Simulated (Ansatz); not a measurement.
Hg2H3F: relaxed-ion elastic tensor

Computed with DFT PBE, scalar-relativistic, plane waves, PAW (Ansatz 0.2.0). Settings: 420 eV plane-wave cutoff, Γ-centred 6×6×4 mesh, fixed occupations. No spin polarisation.

The cell, relaxed at this level:
```xyz
6
Lattice="4.1955 0.0000 0.0000 0.0000 4.1955 0.0000 0.0000 0.0000 7.6264" Properties=species:S:1:pos:R:3 pbc="T T T"
Hg    0.0000    0.0000    0.0775
Hg    2.0977    2.0977    1.7769
H     2.0977    2.0977    5.0361
H     2.0977    2.0977    5.7885
H     0.0000    0.0000    5.0912
F     0.0000    0.0000    4.1482
```

The cell was found from a proposed guess, not taken from experiment. Spin–orbit coupling is left out, which matters for heavy elements. No dispersion correction is applied, so modes and constants that involve weak contacts between layers, chains or molecules come out too soft.

(1) Give the relaxed-ion elastic constants (GPa, Voigt order xx yy zz yz xz xy, on the Cartesian axes of the cell above).

(2) Is the crystal stable against homogeneous strain?

Answers

(1)
```
1.8 2.4 2.5 0.0 0.0 0.0
2.4 1.8 2.5 0.0 0.0 0.0
2.4 2.4 3.8 0.0 0.0 0.0
0.0 0.0 0.0 0.5 0.0 0.0
0.0 0.0 0.0 0.0 0.5 0.0
0.0 0.0 0.0 0.0 0.0 3.0
```

(2) No: the tensor has an eigenvalue of -0.6 GPa, so some strain lowers the energy.
